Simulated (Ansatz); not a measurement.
The start is a generated cell, La2O3 placed in the A-La2O3 structure type. A full variable-cell relaxation at zero pressure is run with PBE (plane waves to 420 eV, PAW, scalar-relativistic; Ansatz, an electronic-structure program). The first steps use a coarse 7×7×4 k-mesh.

Input geometry:
```yaml
crystal:
  lattice:
    - [3.93800, 0.00000, 0.00000]
    - [-1.96900, 3.41041, 0.00000]
    - [0.00000, 0.00000, 6.13600]
  atoms:
    - { symbol: La, position: [0.33333, 0.66667, 0.24670] }
    - { symbol: La, position: [0.66667, 0.33333, 0.75330] }
    - { symbol: O, position: [0.00000, 0.00000, 0.00000] }
    - { symbol: O, position: [0.33333, 0.66667, 0.64700] }
    - { symbol: O, position: [0.66667, 0.33333, 0.35300] }
```

Q: Which atoms feel the largest initial force, and how large is it?

A: 0.06 eV/Å, on O4, O5 (atoms numbered as listed).

Q: By how much does the energy per atom fall from start to end?

A: 1 meV/atom.

Q: How does the volume change?

A: +1.0 %, from 16.48 to 16.64 Å³/atom.

Q: How do the shortest distances between atoms change?

A: The closest pairs of elements (up to four, under 3.6 Å), start → end: La–O 2.37 → 2.37 Å; O–O 2.90 → 2.90 Å.

Q: What band gap does the relaxed structure have at this level?

A: 3.83 eV, indirect (valence top at L, conduction bottom at M) (no spin-orbit coupling).

Q: What does it relax into? Give the structure.

A: 
```cif
data_La2O3
_chemical_formula_sum 'La2 O3'
_space_group_name_H-M_alt 'P-3m1'
_space_group_IT_number 164
_space_group_name_Hall '-P 3 2"'
_cell_length_a 3.94042
_cell_length_b 3.94042
_cell_length_c 6.18831
_cell_angle_alpha 90.000
_cell_angle_beta 90.000
_cell_angle_gamma 120.000
loop_
_atom_site_label
_atom_site_type_symbol
_atom_site_symmetry_multiplicity
_atom_site_Wyckoff_symbol
_atom_site_fract_x
_atom_site_fract_y
_atom_site_fract_z
_atom_site_occupancy
La1 La 2 d 0.33333 0.66667 0.24738 1
O1 O 1 a 0.00000 0.00000 0.00000 1
O2 O 2 d 0.66667 0.33333 0.35471 1
```

The space group stays P-3m1 (No. 164) (the run could not lower it), with 5 atoms in the primitive cell. Final values are on a 10×10×6 k-mesh of the relaxed cell. No spin polarisation in the result.

The run could not lose the symmetry of its start; a randomly shaken copy of 5 atoms returns to this structure.
